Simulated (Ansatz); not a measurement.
Ansatz (an electronic-structure program) input:

Ansatz 0.2 input:
```yaml
crystal:
  lattice:
    - [3.3839957411, 1.9525874907, 0.0]
    - [-3.3839957411, 1.9525874907, 0.0]
    - [-0.0026068961, 0.0, 6.0402586961]
  atoms:
    - { symbol: La, position: [0.1665265256, 0.8334734744, 0.2453486525] }
    - { symbol: La, position: [0.8334734744, 0.1665265256, 0.7546513475] }
    - { symbol: O, position: [0.8333472695, 0.1666527305, 0.3539622163] }
    - { symbol: O, position: [0.1666527305, 0.8333472695, 0.6460377837] }
    - { symbol: O, position: [0.5, 0.5, 0.0] }
kpoints:
  mp_grid: { grid: [7, 7, 4] }
basis: { xc_grid: 2 }
hamiltonian:
  xc: pbesol
  pseudopotentials: { azcp: { folder: ./paw }, kind: paw }
scf:
  occupations: { method: fixed }
output:
  optics: { e_range: [0.0, 15.0], de: 0.05, sigma: 0.1, bands: { spectra_wanted_up_to: 12 eV } }
```

Output (shortened):

```
output.optics: the spectra are integrated over the Brillouin zone by k·p interpolation around the k-points, where levels, occupations, output.optics.sigma and …
Pseudopotential: La, paw, valence charge 11
Pseudopotential: O, paw, valence charge 6
Functional definition: PBEsol
Crystal: 5 atoms, lattice volume = 79.823 Å³
Basis set: ecut = 420 eV, 1533 PW (Γ), exchange–correlation on 54×54×90 points (8 copies of the dense FFT grid, shifted against one another)
Bands: 25, of which v1, the nominal top of the filled ones, is band 20 counted from 1 (19 counted from 0)
Symmetry: 4 space group operations
Space group: C2/m (ITA 12), of the structure as read, at distance tolerance 4.3e-5 Å
k-points: 60 of 196
SCF iter   1: F=—  HF=-14015.750640 eV  |F-HF|=—  |Δ(HF+E_count)|=         —  Δρ=7.26e-2  dr2=3.80e0  ethr=3.10e-3  ⟨swp⟩=4.1  Hψ=6141  notcnv=0  defer=101
preconditioner: auto → Resta (q_TF=auto, 2.432 Å⁻¹)
SCF iter   2: F=—  HF=-14015.245089 eV  |F-HF|=—  |Δ(HF+E_count)|=   5.06e-1  Δρ=3.37e-2  dr2=1.09e0  ethr=3.10e-3  ⟨swp⟩=4.8  Hψ=4005  notcnv=0  defer=118
SCF iter   3: F=—  HF=-14015.131091 eV  |F-HF|=—  |Δ(HF+E_count)|=   1.14e-1  Δρ=1.63e-2  dr2=2.83e-1  ethr=2.72e-3  ⟨swp⟩=2.3  Hψ=2529  notcnv=0  defer=112
SCF iter   4: F=—  HF=-14015.124727 eV  |F-HF|=—  |Δ(HF+E_count)|=   6.36e-3  Δρ=6.34e-3  dr2=3.30e-2  ethr=7.09e-4  ⟨swp⟩=4.2  Hψ=2880  notcnv=0  defer=163
SCF iter   5: F=—  HF=-14015.124030 eV  |F-HF|=—  |Δ(HF+E_count)|=   6.96e-4  Δρ=3.63e-3  dr2=1.05e-2  ethr=8.26e-5  ⟨swp⟩=3.9  Hψ=2635  notcnv=0  defer=178
SCF iter   6: F=—  HF=-14015.124205 eV  |F-HF|=—  |Δ(HF+E_count)|=   1.74e-4  Δρ=1.01e-3  dr2=8.35e-4  ethr=2.62e-5  ⟨swp⟩=2.6  Hψ=2150  notcnv=0  defer=179
SCF iter   7: F=—  HF=-14015.125120 eV  |F-HF|=—  |Δ(HF+E_count)|=   9.15e-4  Δρ=2.03e-4  dr2=4.13e-5  ethr=2.09e-6  ⟨swp⟩=3.5  Hψ=2844  notcnv=0  defer=180
SCF iter   8: F=—  HF=-14015.125159 eV  |F-HF|=—  |Δ(HF+E_count)|=   3.89e-5  Δρ=3.91e-5  dr2=1.40e-6  ethr=1.03e-7  ⟨swp⟩=2.0  Hψ=2663  notcnv=0  defer=180
SCF iter  12: F=-14015.125160 eV  HF=-14015.125160 eV  |F-HF|=5.46e-12  |Δ(HF+E_count)|=  1.11e-10  Δρ=8.58e-8  dr2=5.09e-12  ethr=1.00e-12  ⟨swp⟩=15.7  Hψ=8074  notcnv=0
SCF 1 converged in 12 iterations: F = -14015.125160 eV  dr2 = 5.09e-12
NSCF: frozen V_eff on 60 k-points
Optics k sum: 0 of 60 k-points
Optics k sum: 3 of 60 k-points
Optics k sum: 6 of 60 k-points
Optics k sum: 9 of 60 k-points
Optics k sum: 12 of 60 k-points
Optics k sum: 15 of 60 k-points
Optics k sum: 18 of 60 k-points
Optics k sum: 21 of 60 k-points
Optics k sum: 24 of 60 k-points
Optics k sum: 27 of 60 k-points
Optics k sum: 30 of 60 k-points
Optics k sum: 33 of 60 k-points
Optics k sum: 36 of 60 k-points
Optics k sum: 39 of 60 k-points
Optics k sum: 42 of 60 k-points
Optics k sum: 45 of 60 k-points
Optics k sum: 48 of 60 k-points
Optics k sum: 51 of 60 k-points
Optics k sum: 54 of 60 k-points
Optics k sum: 57 of 60 k-points
Optics k sum: 60 of 60 k-points
Optics k sum: 0 of 60 k-points
Optics k sum: 3 of 60 k-points
Optics k sum: 6 of 60 k-points
Optics k sum: 9 of 60 k-points
Optics k sum: 12 of 60 k-points
Optics k sum: 15 of 60 k-points
Optics k sum: 18 of 60 k-points
Optics k sum: 21 of 60 k-points
Optics k sum: 24 of 60 k-points
Optics k sum: 27 of 60 k-points
Optics k sum: 30 of 60 k-points
Optics k sum: 33 of 60 k-points
Optics k sum: 36 of 60 k-points
Optics k sum: 39 of 60 k-points
Optics k sum: 42 of 60 k-points
Optics k sum: 45 of 60 k-points
Optics k sum: 48 of 60 k-points
Optics k sum: 51 of 60 k-points
Optics k sum: 54 of 60 k-points
Optics k sum: 57 of 60 k-points
Optics k sum: 60 of 60 k-points
NSCF: frozen V_eff on 60 k-points
Optics k sum: 0 of 60 k-points
Optics k sum: 3 of 60 k-points
Optics k sum: 6 of 60 k-points
Optics k sum: 9 of 60 k-points
Optics k sum: 12 of 60 k-points
Optics k sum: 15 of 60 k-points
Optics k sum: 18 of 60 k-points
Optics k sum: 21 of 60 k-points
Optics k sum: 24 of 60 k-points
Optics k sum: 27 of 60 k-points
Optics k sum: 30 of 60 k-points
Optics k sum: 33 of 60 k-points
Optics k sum: 36 of 60 k-points
Optics k sum: 39 of 60 k-points
Optics k sum: 42 of 60 k-points
Optics k sum: 45 of 60 k-points
Optics k sum: 48 of 60 k-points
Optics k sum: 51 of 60 k-points
Optics k sum: 54 of 60 k-points
Optics k sum: 57 of 60 k-points
Optics k sum: 60 of 60 k-points
Optics k sum: 0 of 60 k-points
Optics k sum: 3 of 60 k-points
Optics k sum: 6 of 60 k-points
Optics k sum: 9 of 60 k-points
Optics k sum: 12 of 60 k-points
Optics k sum: 15 of 60 k-points
Optics k sum: 18 of 60 k-points
Optics k sum: 21 of 60 k-points
Optics k sum: 24 of 60 k-points
Optics k sum: 27 of 60 k-points
Optics k sum: 30 of 60 k-points
Optics k sum: 33 of 60 k-points
Optics k sum: 36 of 60 k-points
Optics k sum: 39 of 60 k-points
Optics k sum: 42 of 60 k-points
Optics k sum: 45 of 60 k-points
Optics k sum: 48 of 60 k-points
Optics k sum: 51 of 60 k-points
Optics k sum: 54 of 60 k-points
Optics k sum: 57 of 60 k-points
Optics k sum: 60 of 60 k-points
NSCF: frozen V_eff on 1 k-points
NSCF: frozen V_eff on 1 k-points
NSCF: frozen V_eff on 1 k-points
NSCF: frozen V_eff on 1 k-points
NSCF: frozen V_eff on 1 k-points
NSCF: frozen V_eff on 1 k-points
NSCF: frozen V_eff on 1 k-points
output.optics: what the bands over the 51 summed would add to eps1, eps2 and the energy-loss function is held between a lower and an upper bound (14 Lanczos …
SCF converged after 12 iterations
Free energy (F): -14015.125160 eV
Harris-Foulkes:  -14015.125160 eV  (|F-HF|=5.46e-12)
Internal energy: -14015.125160 eV  (E = F + TS)
E sigma→0 (E₀):  -14015.125160 eV
Fermi energy:    9.794362 eV
--- Per-component energies (eV) ---
  E_band       = -0.933314
  E_kinetic    = 881.150850
  E_local      = -1461.403165  (includes V_loc(G=0)·N_el)
  E_nonlocal   = 335.170845
  E_hartree    = 544.506294
  E_xc         = -499.727051
  E_vxc        = -566.640791  (∫ρ·V_xc dr)
  E_paw        = -11128.297252  (= ΣΔE_a)
  E_vpaw       = -278.225873  (= ΣTr[D̂ρ^β])
  E_aug_tail   = 0.002284  (compensation charges beyond the density's cutoff)
  E_ewald      = -2686.971900
  E_core_change = 0.443936  (= ΣΔE_core)
  E_smearing   =  0.000000  (= −TS)
  E_closure    =  0.000000  (closes the sum)
  Σ components = -14015.125160   (vs F -14015.125160, Δ=0.00e0)
  [band-id]    e_kinetic+e_local+e_nonlocal+2·e_hartree+e_vxc+e_vpaw+e_augmentation_tail = -0.933263   (vs E_band -0.933314, Δ=5.14e-5)
--- Band table (eV; the first three rows and the last of 60) ---
  k-point 0: bands = ["-19.8869", "-19.6044", "-7.1572", "-5.8371", "-5.3981", "-3.3331", "-3.3308", "-3.0663", "-3.0660", "-2.9416", "-2.2050", "7.3070", "7.3072", "7.5451", "7.5461", "7.6863", "8.0541", "9.3830", "9.3845", "9.6610", "14.0756", "14.3599", …
  k-point 1: bands = ["-19.8475", "-19.6470", "-7.0569", "-5.8408", "-5.5643", "-3.2988", "-3.2969", "-3.1020", "-3.1012", "-2.8434", "-2.1974", "7.0900", "7.0901", "7.2971", "7.7450", "7.7453", "8.4560", "9.3436", "9.4358", "9.4360", "14.2367", "14.4429", …
  k-point 2: bands = ["-19.7622", "-19.7355", "-6.9308", "-5.9064", "-5.6848", "-3.2405", "-3.2398", "-3.1615", "-3.1595", "-2.7566", "-2.1882", "6.9680", "6.9684", "7.1088", "7.8438", "7.8441", "8.7473", "8.9494", "9.4959", "9.4968", "14.5008", "14.5207", …
  k-point 59: bands = ["-19.6459", "-19.5663", "-7.5683", "-7.3609", "-5.4233", "-3.8470", "-3.6508", "-3.3185", "-3.2492", "-1.9281", "-1.4794", "7.0921", "7.7420", "8.0054", "8.5654", "8.6793", "8.7859", "9.1769", "9.4476", "9.5718", "13.9894", "14.4711", …
```

Cost: around 6 core-minutes (rough) on shared cores.

Space group P-3m1 (La2O3 or Ni2Al3 type). The cell was relaxed with PBEsol under the symmetry of its start. Point labels and valley counts follow the cell and symmetry of the run, lower than the named group. Scalar-relativistic: spin–orbit coupling is off unless named, which matters more the heavier the elements.

Potentials: the earlier of the program's two PAW sets.

Ansatz is a plane-wave DFT program.
